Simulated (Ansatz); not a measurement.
**Ga$_{3}$Se (Pm-3m), clamped-ion strain scan**

Computed with DFT PBE+D3(BJ), scalar-relativistic, plane waves, PAW (Ansatz). Settings: plane waves to 420 eV, k-mesh 12×12×12 (Γ-centred), Gaussian smearing 0.15 eV. No spin polarisation. Energies are free energies at this smearing, counted from the undisturbed cell; pressure is positive in compression.

Zero of the scan (relaxed at this level; it needn't be the usual structure):

```
CELL_PARAMETERS angstrom
4.32361 0.00000 0.00000
0.00000 4.32361 0.00000
0.00000 0.00000 4.32361
ATOMIC_POSITIONS crystal
Ga 0.00000 0.50000 0.50000
Ga 0.50000 0.00000 0.50000
Ga 0.50000 0.50000 0.00000
Se 0.00000 0.00000 0.00000
```

The cell is strained by ε times the Voigt pattern (0, 0, 0, 0, 0, 1) (xx, yy, zz, yz, xz, xy; engineering shear) with fractional coordinates fixed. The cell is metallic on the mesh throughout.

```csv
ε,ΔE (meV/atom),"stress summed along the pattern (GPa, tension positive)",pressure (GPa)
-0.0600,1.7,-0.60,0.1
-0.0300,0.2,-0.18,0.0
0.0000,0.0,0.00,0.0
0.0150,0.0,0.05,0.0
0.0450,?,0.38,?
0.0525,1.2,0.49,0.1
```

By symmetry 0.0600 repeats -0.0600, -0.0450 repeats 0.0450, 0.0300 repeats -0.0300, -0.0150 repeats 0.0150 in energy; the slope of the energy along the path changes sign there.

Task: Give the withheld values.

Result: ΔE (meV/atom) at ε = 0.0450: 0.8; pressure (GPa) at ε = 0.0450: 0.1.